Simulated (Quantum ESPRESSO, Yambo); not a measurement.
Quasiparticle gap of Ba2WZnO6

Ba$_{2}$WZnO$_{6}$ is taken in the cubic space group Fm-3m (No. 225), Pearson symbol cF40. Conventional cell: a = 8.261 Å, b = 8.261 Å, c = 8.261 Å, α = 90.00°, β = 90.00°, γ = 90.00°. O on 24e is surrounded by 1 W at 1.963 Å and 1 Zn at 2.167 Å and 4 Ba at 2.922 Å (octahedral). Zn on 4b sees 6 O at 2.167 Å (octahedral). Ba on 8c is surrounded by 12 O at 2.922 Å (cuboctahedral). W on 4a is coordinated by 6 O at 1.963 Å (octahedral). (Neighbours: up to the widest gap in distance over summed covalent radii, below 1.35, at either atom; cation-cation contacts left out.)
(The calculation used a cell of 10 atoms; values per cell refer to that cell.)

The geometry is that of Materials Project entry mp-548615, symmetrised and not relaxed again.

Starting point: PBEsol (pw.x of Quantum ESPRESSO, ONCV potentials, without SOC). G0W0 in Yambo: 2×2×2 Γ-centred k mesh, bands 6 to 222 and a 7 Ry block in the screening, 222 bands in G with the Bruneval-Gonze terminator, plasmon pole fitted at 27.2 eV.

```json
{
 "PBEsol gap along the band path": "2.88 eV",
 "PBEsol gap between the mesh's edge points (Γ → X)": "2.88 eV",
 "G0W0 gap between the same points": "4.44 eV",
 "PBEsol smallest direct gap on the mesh (at X)": "2.93 eV",
 "G0W0 direct gap at that point": "4.49 eV"
}
```

| k point | band | E PBEsol (eV) | E QP (eV) | shift (eV) | Z |
|---|---|---|---|---|---|
| Γ | VB | 0.00 | -0.39 | -0.39 | 0.77 |
| Γ | CB | 3.18 | 4.35 | 1.17 | 0.81 |
| L | VB | -0.10 | -0.67 | -0.57 | 0.78 |
| L | CB | 3.23 | 4.45 | 1.23 | 0.81 |
| X | VB | -0.05 | -0.44 | -0.40 | 0.77 |
| X | CB | 2.88 | 4.05 | 1.17 | 0.81 |

Energies count from the PBEsol valence-band maximum.

Nearest settings tried, and what they do to the gap: 151 bands in G: +8 meV; 151 bands in W, 151 bands in G: +58 meV; 6 Ry block (283 vectors against 331): -0 meV. Not varied: mesh. So the settings aren't converged at that level. Oxides, nitrides and fluorides with a shallow 3d shell are known to need far more bands and larger blocks. The k mesh is coarse.

Without spin-orbit coupling, band edges of such heavy elements can be off by tenths of an eV.
